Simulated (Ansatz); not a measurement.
LiH₄IO₂, one structure, two calculations

Cell: a COD entry, its atoms then relaxed with PBE in this cell.

Space group P-1 (No. 2); a = 5.4540, b = 6.8420, c = 6.9700 Å, α = 61.90°, β = 80.72°, γ = 67.02°.

| site | Wyckoff | site symmetry | x | y | z |
| --- | --- | --- | --- | --- | --- |
| Li | 2i | 1 | 0.2961 | 0.4074 | 0.4840 |
| H3 | 2i | 1 | 0.9426 | 0.7448 | 0.1555 |
| H5 | 2i | 1 | 0.0202 | 0.8497 | 0.2827 |
| H7 | 2i | 1 | 0.5898 | 0.6037 | 0.1579 |
| H9 | 2i | 1 | 0.7728 | 0.3470 | 0.3009 |
| I | 2i | 1 | 0.2486 | 0.1320 | 0.2200 |
| O13 | 2i | 1 | 0.9870 | 0.7091 | 0.3032 |
| O15 | 2i | 1 | 0.6134 | 0.4771 | 0.3088 |

One atom of each set is listed.

First run. The numbers come from a DFT calculation in Ansatz (PBE, plane waves and PAW, scalar-relativistic, 420 eV cutoff, Γ-centred 5×4×4 k-points, Fermi–Dirac smearing 0.02 eV).

```json
{"site": "Li", "V_zz (10²¹ V/m²)": "-0.15", "η": "0.60"}
{"site": "H3", "V_zz (10²¹ V/m²)": "3.50", "η": "0.12"}
{"site": "H5", "V_zz (10²¹ V/m²)": "3.46", "η": "0.13"}
{"site": "H7", "V_zz (10²¹ V/m²)": "3.61", "η": "0.11"}
{"site": "H9", "V_zz (10²¹ V/m²)": "3.47", "η": "0.12"}
{"site": "I", "V_zz (10²¹ V/m²)": "-5.42", "η": "0.70"}
{"site": "O13", "V_zz (10²¹ V/m²)": "-13.84", "η": "0.77"}
{"site": "O15", "V_zz (10²¹ V/m²)": "-13.91", "η": "0.76"}
```

Second run. The same atoms and settings, except that the functional is r2SCAN and the cutoff is 500 eV.

Task: Given the first result, estimate the second.

Result: 

| site | V_zz | η | change of V_zz |
| --- | --- | --- | --- |
| Li | -0.14 | 0.59 | +0.01 |
| H3 | 3.42 | 0.13 | -0.08 |
| H5 | 3.38 | 0.13 | -0.08 |
| H7 | 3.53 | 0.11 | -0.08 |
| H9 | 3.38 | 0.13 | -0.09 |
| I | -4.82 | 0.96 | +0.60 |
| O13 | -14.29 | 0.76 | -0.45 |
| O15 | -14.35 | 0.76 | -0.44 |

The largest change of V_zz is on I, from -5.42 to -4.82. In per cent, |V_zz| changes by -2 on H, -11 on I, +3 on O (all sites that start above 0.5). Where |V_zz| stays above 0.1, η moves most on I, from 0.70 to 0.96.

Without spin–orbit coupling the gradients at and beside I can be off by some per cent, at some sites by more. The lattice is static: at room temperature water may turn and average the couplings of its hydrogen. The entry's hydrogen positions were far off; the other atoms hardly move on relaxation.
For the first run: With these PAW files V_zz is typically within 2 to 3 % of all-electron values, but misses above 10 % occur on Li.
For the second run: The largest force is 0.5 eV/Å, so the atoms aren't at the calculated equilibrium and relaxing them would move these values. With these PAW files V_zz is typically within 2 to 3 % of all-electron values, but misses above 10 % occur on I, Li.
